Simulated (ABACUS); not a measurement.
Worked example: self-consistent single point of MgO (C2/m, 2 atoms in the cell; from Materials Project mp-1265, changed as shown) in ABACUS.

Level of theory: PBEsol, PseudoDojo 0.4 standard norm-conserving PBEsol (tails mended) pseudopotentials (plane waves; ABACUS 3.10.1).

The change in words: lattice vector c scaled by 0.99. Reference geometry (Fm-3m):
```
CELL_PARAMETERS angstrom
      0.00000     2.09700     2.09700
      2.09700     0.00000     2.09700
      2.09700     2.09700     0.00000
ATOMIC_POSITIONS crystal
  Mg 0.00000 0.00000 0.00000
  O  0.50000 0.50000 0.50000
```

Reference input (self-consistent single point, DFT, PBEsol, plane waves, PseudoDojo 0.4 standard norm-conserving PBEsol (tails mended) pseudopotentials): KPT = MP 11 11 11 0 0 0; basis_type = pw; dft_functional = PBESOL; ecutwfc = 84 Ry; smearing_method = gaussian; smearing_sigma = 0.00146997 Ry; potentials = PseudoDojo 0.4 standard norm-conserving PBEsol (tails mended); symmetry = 1; symmetry_prec = 1e-05; ks_solver = dav_subspace; scf_nmax = 100; scf_thr = 1.0e-09 Ry. This run's input differs from it in these lines:

```diff
@@ -31,3 +31,3 @@
    0.7071067600    0.0000000000    0.7071067600
-   0.7071067600    0.7071067600    0.0000000000
+   0.7000356924    0.7000356924    0.0000000000
```

The program printed (abridged):

```
 SELF-CONSISTENT
 -------------------------------------------
                                 init_chg = atomic

 PW ALGORITHM --------------- ION=   1  ELEC=   1--------------------------------

 Density error is 0.348326066191
                          Error Threshold = 0.01
 E_KohnSham     -151.7666692295      -2064.8914680031
 E_Fermi        0.8300883945         11.2939320094

 PW ALGORITHM --------------- ION=   1  ELEC=   2--------------------------------

 Density error is 0.0126595011
                          Error Threshold = 0.00217703791369
 E_KohnSham     -151.8245444231      -2065.6789004087
   [... lines left out ...]

 Density error is 4.78570936494e-09
                          Error Threshold = 5.53410508043e-10
 E_KohnSham     -151.8239558150      -2065.6708919837
 E_Fermi        0.7880127061         10.7214628990

 PW ALGORITHM --------------- ION=   1  ELEC=   9--------------------------------

 Density error is 7.00999617292e-10
                          Error Threshold = 2.99106835309e-11
 E_KohnSham     -151.8239558151      -2065.6708919852
 E_KS(sigma->0) -151.8239558151      -2065.6708919852
 E_entropy(-TS) -0.0000000000        -0.0000000000
 E_Fermi        0.7880180133         10.7215351080
 charge density convergence is achieved
 final etot is -2065.670892 eV
 EFERMI = 10.721535108 eV

 STATE ENERGY(eV) AND OCCUPATIONS    NSPIN == 1
   [... 15 lines left out ...]

 TOTAL-FORCE (eV/Angstrom)
                       Mg1         0.0000000000         0.0000000000         0.0000000000
                        O1         0.0000000000         0.0000000000         0.0000000000

 TOTAL-STRESS (KBAR)
        43.2132301632        14.9597238207        -7.2935804064
        14.9597238207        43.2132301632        -7.2935804064
        -7.2935804064        -7.2935804064        31.5522054067
 TOTAL-PRESSURE: 39.326222 KBAR

 --------------------------------------------
 !FINAL_ETOT_IS -2065.6708919852426334 eV
 --------------------------------------------
```

The run converged in 9 iterations. Against the reference run the free energy goes up by 2.6 meV/atom and the pressure goes from 2.21 to 3.93 GPa.

The structure comes from a collection of computed structures, made at another level of theory; the collection holds predicted forms beside known ones.

Cost on one core: very roughly 5 core-minutes.

“Tails mended”: in these copies of the files the far tail of each local potential was reset to the Coulomb form.
